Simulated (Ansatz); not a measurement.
SiSnO3:
```
SiSnO3
1.0
    3.46536     0.00000     0.00000
    0.00000     3.46536     0.00000
    0.00000     0.00000     4.73425
Si Sn O
1 1 3
Direct
  0.50000   0.50000   0.49124
  0.00000   0.00000   0.02106
  0.50000   0.50000   0.83241
  0.50000   0.00000   0.38064
  0.00000   0.50000   0.38064
```

r²SCAN in the plane-wave PAW code Ansatz gives a gap of 1.31 eV without spin–orbit coupling, maximum at X, minimum at Γ.

### Question
What happens when spin–orbit coupling is switched on?

### Answer
The gap drops by 0.01 eV, to 1.30 eV; maximum at X, minimum at Γ.

### Question
Give the electron effective mass with spin–orbit coupling.

### Answer
0.39, 0.39, 0.87 mₑ (principal values).

Space group P4mm. The cell is a constructed one: a structure type filled with these elements; neither database checked (COD, Materials Project) lists it. Its standing as an ambient phase is unchecked. The r²SCAN relaxation kept the symmetry of its start; whether a distortion lowers the energy is not shown.

Potentials: the later of the program's two PAW sets.
